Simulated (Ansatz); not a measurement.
In plane-wave PAW PBE (Ansatz code), Al in the diamond structure (Fd-3m) relaxes to a = 6.051 Å. Al has 4 nearest neighbours from 2.62 Å (tetrahedral).

Electronic character: metallic (no gap).

An equation-of-state fit gives a bulk modulus of 37.3 GPa.

The start of the workflow was typed in or built on a structure type; neither database checked (COD, Materials Project) lists it. It is not the phase usual at ambient conditions (space group No. 225). Symmetry was held in the PBE relaxation; whether a distortion lowers the energy is not shown.

Potentials: the later of the program's two PAW sets.
